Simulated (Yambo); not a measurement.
Material: KSc₂F₇ (space group Cmmm, No. 65); a = 6.224 Å, b = 6.224 Å, c = 4.048 Å, α = 90.00°, β = 90.00°, γ = 116.57° (10 atoms in the cell). The geometry is that of Materials Project entry mp-28439, symmetrised and not relaxed again.

With LDA (Quantum ESPRESSO, PseudoDojo norm-conserving, 84 Ry, without SOC), the gap between the mesh's edge points (Γ → (-0.5, -0.5, 0)) is 5.797 eV.

Q: By how much does one-shot G0W0 (Yambo; 2×2×4 Γ-centred k mesh, bands 3 to 166 and a 6 Ry block in the screening, 166 bands in G with the Bruneval-Gonze terminator, plasmon pole fitted at 27.2 eV) open this gap, and what gap results?

A: The correction is 4.934 eV, giving 10.730 eV, 1.9 times the LDA value.  Nearest settings tried, and what they do to the gap: 134 bands in W, 134 bands in G: +40 meV; 5 Ry block (171 vectors against 241): +140 meV; 2×2×2 mesh: -4 meV. So the settings aren't converged at that level. 

The structure is a Materials Project entry; no match was found in the copy of COD used, and its stability was not checked.
